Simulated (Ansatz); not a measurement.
**Elastic constants of Ru (P6_3/mmc), step by step**

```
Ru
1.0
     2.69026    0.00000    0.00000
    -1.34513    2.32984    0.00000
     0.00000    0.00000    4.25113
Ru
2
Direct
  0.33333 0.66667 0.25000
  0.66667 0.33333 0.75000
```

The conventional cell has a = 2.690 Å, b = 2.690 Å, c = 4.251 Å, α = 90.00°, β = 90.00°, γ = 120.00°. Around Ru (atom 1) lie 12 Ru at 2.63 to 2.69 Å.

Unless marked otherwise, the numbers come from PBEsol, PAW on Ansatz 0.2.0's default frozen-core files (fitted under PBE), scalar-relativistic. k mesh 18×18×10, Fermi-Dirac smearing of 0.080 eV, cutoff 420 eV. The cell was relaxed by PAW under this functional.

The cell is hexagonal and carries a residual pressure of 0.01 GPa at this level. Each strain component that symmetry leaves independent is applied at ±0.008, the ions relax wherever a strain frees them, and the stress (tension positive, GPa) is read. Shears are engineering strains, γ = 2ε.

```json
{"strain": "xx", "size": "-0.008", "σxx": "-5.1945", "σyy": "-1.6389", "σzz": "-1.5876", "σyz": "0.0000", "σxz": "0.0000", "σxy": "0.0000"}
{"strain": "xx", "size": "+0.008", "σxx": "4.8050", "σyy": "1.5601", "σzz": "1.5135", "σyz": "0.0000", "σxz": "0.0000", "σxy": "0.0000"}
{"strain": "zz", "size": "-0.008", "σxx": "-1.6139", "σyy": "-1.6139", "σzz": "-5.7503", "σyz": "0.0000", "σxz": "0.0000", "σxy": "0.0000"}
{"strain": "zz", "size": "+0.008", "σxx": "1.4871", "σyy": "1.4871", "σzz": "5.4015", "σyz": "0.0000", "σxz": "0.0000", "σxy": "0.0000"}
{"strain": "yz", "size": "-0.008", "σxx": "-0.0163", "σyy": "-0.0212", "σzz": "-0.0470", "σyz": "-1.6589", "σxz": "0.0000", "σxy": "0.0000"}
{"strain": "yz", "size": "+0.008", "σxx": "-0.0163", "σyy": "-0.0212", "σzz": "-0.0470", "σyz": "1.6589", "σxz": "0.0000", "σxy": "0.0000"}
```

A central difference gives one constant, for example C11 ≈ (4.8050 − (-5.1945))/(0.016) = 625.0 GPa; the program then imposes the crystal's symmetry on the whole matrix.

(1) What are the independent elastic constants?

(2) Is the crystal stable against homogeneous strain?

(3) What moduli does a random aggregate of grains have?

(4) With the density of 12.597 g/cm³, how fast does sound travel, and what Debye temperature follows?

Results:

(1) C11 = 625.0, C12 = 199.9, C13 = 193.8, C33 = 697.0, C44 = 207.4 GPa.

(2) The least eigenvalue of the 6×6 matrix is 207.4 GPa, so yes.

(3) Voigt and Reuss bounds: B from 346.2 to 346.9 and G from 215.3 to 216.1 GPa; their means are B = 346.6 and G = 215.7 GPa. Then E = 9BG/(3B + G) = 535.9 GPa, ν = (3B − 2G)/(6B + 2G) = 0.242 and B/G = 1.61, on the brittle side of Pugh's 1.75 (a rule of thumb).

(4) 

```
direction  slow (m/s)  middle (m/s)  fast (m/s)
        x        4057          4107        7044
        y        4057          4107        7044
        z        4057          4057        7438
```

The mean of v⁻³ over directions and branches gives v_m = 4588 m/s and θ_D = (ħ/k_B) v_m (6π²n)^(1/3) = 576 K, n being atoms per volume. Young's modulus spans 522 to 606 GPa over directions, and the universal anisotropy index is 0.02.

Keep in mind: frozen-core PAW files fitted under PBE, their cores solved anew for the functional of the run; responses of metals move with mesh and smearing.
